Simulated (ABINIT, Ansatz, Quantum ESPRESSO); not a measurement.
One calculation of WF, 3 ways

```
W F
1.0
     1.36589    0.78860    5.06960
    -1.36589    0.78860    5.06960
     0.00000   -1.57719    5.06960
W F
1 1
Cartesian
  -0.0230 0.0181 12.3395
  -0.0404 0.0420 14.2376
```

The cell comes from a database or a generator and needn't be the stable form of this composition.

Atoms were shifted at random by some hundredths of an Å from the given cell, which wasn't relaxed again for these runs.

Alike in all runs: task single point; functional PBE; k mesh 11 × 11 × 11; occupations fermi-dirac, width 0.05 eV; no spin polarisation; no spin-orbit coupling. Pressure is positive in compression and, in plane waves, holds the error of the finite cutoff, which Ansatz's Pulay term estimates and takes out.

```
                   program and potentials  plane-wave cutoff (eV)                             notes  pressure (GPa)  largest force (eV/Å)  energy over the undisturbed cell (meV/atom)
                 ABINIT, JTH PAW PBE v2.0                     626                                 -           -1.54                 0.480                                         2.46
    Ansatz, Ansatz PAW (earlier soft set)                     420  Pulay term of +0.24 GPa included           -1.79                 0.665                                         5.19
Quantum ESPRESSO, SSSP 1.3 efficiency PBE                     748                                 -           -1.09                 0.435                                         1.71
```

Force on atom 1 (W), eV/Å:

| program and potentials | x | y | z |
| --- | --- | --- | --- |
| ABINIT, JTH PAW PBE v2.0 | -0.047 | 0.064 | 0.473 |
| Ansatz, Ansatz PAW (earlier soft set) | -0.048 | 0.066 | 0.660 |
| Quantum ESPRESSO, SSSP 1.3 efficiency PBE | -0.046 | 0.064 | 0.428 |

The pressure spans -1.79 (Ansatz, Ansatz PAW (earlier soft set)) to -1.09 GPa (Quantum ESPRESSO, SSSP 1.3 efficiency PBE).

The functional is the same throughout but for its coding, so the spread measures potentials, basis and numerics; runs on potential files found faulty are left out.
